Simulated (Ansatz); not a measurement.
A relaxation computed with Ansatz, from input to last step.

```yaml
crystal:
  lattice:
    - [3.6718804478, 0.0, 0.0]
    - [-1.8359402239, 3.1799417474, 0.0]
    - [0.0, 0.0, 3.9646549685]
  atoms:
    - { symbol: Ta, position: [0.3333333333, 0.6666666667, 0.5] }
    - { symbol: Ta, position: [0.6666666667, 0.3333333333, 0.5] }
    - { symbol: W, position: [0.0, 0.0, 0.0] }
basis:
  ecutwfc: 500
kpoints:
  mp_grid: { grid: [6, 6, 4] }
hamiltonian:
  xc: r2scan
scf:
  occupations: { method: gaussian, width: 0.1 }
  lower_state_search: "off"
output:
  forces: true
  stress: true
  eigenvalues: true
relax:
  adjacent_minimum: "off"
  f_tol: 0.04
  max_steps: 70
  cell: { stress_tol: 0.4 }
```

```bash
ansatz run input.yaml --threads 1 --pin off --max-ram 2560MiB --backend cpu --events-out ev --progress --plain --runs-dir out
```

The calculation used DFT r2SCAN, scalar-relativistic, plane waves, PAW (Ansatz).

Of 15 frames 10 are shown, positions in Å and forces in eV/Å; the SCF threshold varies from step to step. Steps run on the plane waves of an earlier cell, with a Pulay correction in the pressure. The basis is chosen afresh for the last frame, the zero of the energies, and at times for earlier ones too; energy and pressure step there, also at an unchanged geometry. Here that happened at step 13 (-9 meV/atom, 0.5 GPa); the frames before carry an error of that size.

```xyz
3
Lattice="3.6719 0.0000 0.0000 -1.8359 3.1799 0.0000 0.0000 0.0000 3.9647" Properties=species:S:1:pos:R:3:forces:R:3 pbc="T T T" step=1 free_energy_over_end_meV_per_atom=2761.18 pressure_GPa=77.13
Ta    0.0000    2.1200    1.9823    0.0000    0.0000    0.0000
Ta    1.8359    1.0600    1.9823    0.0000    0.0000    0.0000
W     0.0000    0.0000    0.0000    0.0000    0.0000    0.0000
3
Lattice="4.0297 0.0000 0.0000 -2.0148 3.4898 0.0000 0.0000 0.0000 3.8186" Properties=species:S:1:pos:R:3:forces:R:3 pbc="T T T" step=3 free_energy_over_end_meV_per_atom=1469.95 pressure_GPa=15.37
Ta    0.0000    2.3265    1.9093    0.0000    0.0000    0.0000
Ta    2.0148    1.1633    1.9093    0.0000    0.0000    0.0000
W     0.0000    0.0000    0.0000    0.0000    0.0000    0.0000
3
Lattice="4.1613 0.0000 0.0000 -2.0806 3.6038 0.0000 0.0000 0.0000 3.6205" Properties=species:S:1:pos:R:3:forces:R:3 pbc="T T T" step=4 free_energy_over_end_meV_per_atom=1094.68 pressure_GPa=5.92
Ta    0.0000    2.4025    1.8102    0.0000    0.0000    0.0000
Ta    2.0806    1.2013    1.8102    0.0000    0.0000    0.0000
W     0.0000    0.0000    0.0000    0.0000    0.0000    0.0000
3
Lattice="4.3298 0.0000 0.0000 -2.1649 3.7497 0.0000 0.0000 0.0000 3.2356" Properties=species:S:1:pos:R:3:forces:R:3 pbc="T T T" step=6 free_energy_over_end_meV_per_atom=567.39 pressure_GPa=2.95
Ta    0.0000    2.4998    1.6178    0.0000    0.0000    0.0000
Ta    2.1649    1.2499    1.6178    0.0000    0.0000    0.0000
W     0.0000    0.0000    0.0000    0.0000    0.0000    0.0000
3
Lattice="4.4098 0.0000 0.0000 -2.2049 3.8190 0.0000 0.0000 0.0000 3.0432" Properties=species:S:1:pos:R:3:forces:R:3 pbc="T T T" step=7 free_energy_over_end_meV_per_atom=408.04 pressure_GPa=5.09
Ta    0.0000    2.5460    1.5216    0.0000    0.0000    0.0000
Ta    2.2049    1.2730    1.5216    0.0000    0.0000    0.0000
W     0.0000    0.0000    0.0000    0.0000    0.0000    0.0000
3
Lattice="4.6160 0.0000 0.0000 -2.3080 3.9975 0.0000 0.0000 0.0000 2.6589" Properties=species:S:1:pos:R:3:forces:R:3 pbc="T T T" step=9 free_energy_over_end_meV_per_atom=61.65 pressure_GPa=15.92
Ta    0.0000    2.6650    1.3294    0.0000    0.0000    0.0000
Ta    2.3080    1.3325    1.3294    0.0000    0.0000    0.0000
W     0.0000    0.0000    0.0000    0.0000    0.0000    0.0000
3
Lattice="4.7293 0.0000 0.0000 -2.3647 4.0957 0.0000 0.0000 0.0000 2.6912" Properties=species:S:1:pos:R:3:forces:R:3 pbc="T T T" step=10 free_energy_over_end_meV_per_atom=9.06 pressure_GPa=0.23
Ta    0.0000    2.7305    1.3456    0.0000    0.0000    0.0000
Ta    2.3647    1.3652    1.3456    0.0000    0.0000    0.0000
W     0.0000    0.0000    0.0000    0.0000    0.0000    0.0000
3
Lattice="4.7350 0.0000 0.0000 -2.3675 4.1007 0.0000 0.0000 0.0000 2.6875" Properties=species:S:1:pos:R:3:forces:R:3 pbc="T T T" step=12 free_energy_over_end_meV_per_atom=8.93 pressure_GPa=0.00
Ta    0.0000    2.7338    1.3438    0.0000    0.0000    0.0000
Ta    2.3675    1.3669    1.3438    0.0000    0.0000    0.0000
W     0.0000    0.0000    0.0000    0.0000    0.0000    0.0000
3
Lattice="4.7350 0.0000 0.0000 -2.3675 4.1007 0.0000 0.0000 0.0000 2.6875" Properties=species:S:1:pos:R:3:forces:R:3 pbc="T T T" step=13 free_energy_over_end_meV_per_atom=0.10 pressure_GPa=0.50
Ta    0.0000    2.7338    1.3438    0.0000    0.0000    0.0000
Ta    2.3675    1.3669    1.3438    0.0000    0.0000    0.0000
W     0.0000    0.0000    0.0000    0.0000    0.0000    0.0000
3
Lattice="4.7407 0.0000 0.0000 -2.3704 4.1056 0.0000 0.0000 0.0000 2.6868" Properties=species:S:1:pos:R:3:forces:R:3 pbc="T T T" step=15 free_energy_over_end_meV_per_atom=0.00 pressure_GPa=0.02
Ta    0.0000    2.7371    1.3434    0.0000    0.0000    0.0000
Ta    2.3704    1.3685    1.3434    0.0000    0.0000    0.0000
W     0.0000    0.0000    0.0000    0.0000    0.0000    0.0000
```

The start puts this composition into another compound's structure type, which needn't suit it. At the end the space group is P6/mmm (tolerance 0.05 Å).

It took 32 s on 1 thread of Intel(R) Xeon(R) 6975P-C (Granite Rapids) (shared host), peak memory 0.49 GiB.

The k mesh is coarse. Spin–orbit coupling is left out, which can shift energies with elements as heavy as these.